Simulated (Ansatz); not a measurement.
Relaxed-ion elastic tensor of GaAs (rock salt, Fm-3m) in GPa (Voigt order), PBEsol in the plane-wave PAW code Ansatz; density 6.44 g/cm³, 18.65 Å³ per atom.

```
 161  42.3  42.3   0.0   0.0   0.0
42.3   161  42.3   0.0   0.0   0.0
42.3  42.3   161   0.0   0.0   0.0
 0.0   0.0   0.0  13.8   0.0   0.0
 0.0   0.0   0.0   0.0  13.8   0.0
 0.0   0.0   0.0   0.0   0.0  13.8
```

Q: Is the crystal mechanically stable?

A: Yes: the smallest eigenvalue of C is 13.8 GPa.

Q: Work out the Voigt, Reuss and Hill averages.

A: K_V = 82.0, K_R = 82.0, K_H = 82.0; G_V = 32.1, G_R = 19.9, G_H = 26.0 GPa.

Q: Give Young's modulus, Poisson's ratio, Pugh's ratio and the universal anisotropy index.

A: E = 9KG/(3K + G) = 70.6 GPa; ν = 0.36; K/G = 3.15 (ductile by the Pugh limit of 1.75); A_U = 5G_V/G_R + K_V/K_R − 6 = 3.05.

Q: Estimate the sound speeds and the Debye temperature.

A: v_l = √((K + 4G/3)/ρ) = 4260 m/s, v_t = √(G/ρ) = 2010 m/s, mean 2260 m/s; Θ = (h/k)(3n/4πV)^(1/3) v_m = 254 K.

Q: Give the Zener ratio and Young's modulus along [100], [110] and [111].

A: A = 2C44/(C11 − C12) = 0.23; 1/E = S11 − 2(S11 − S12 − S44/2)Γ with Γ = 0, 1/4, 1/3 gives 144, 48.0, 39.2 GPa.

Q: Solve the Christoffel equation for the three sound speeds along [100], [110], [111].

A: Eigenvalues of C_ijkl n_j n_l equal ρv². In km/s, slowest first: [100] 1.46, 1.46, 5.01; [110] 1.46, 3.04, 4.24; [111] 2.62, 2.62, 3.95.

The start of the workflow was typed in or built on a structure type; neither database checked (COD, Materials Project) lists it. It is not the phase usual at ambient conditions (space group No. 216). Symmetry was held in the PBEsol relaxation; of distortions, only those at the zone centre were tested. As this level gives no gap, shear constants depend on the k-mesh and smearing (Fermi–Dirac, 0.1 eV here).

Potentials: the later of the program's two PAW sets.
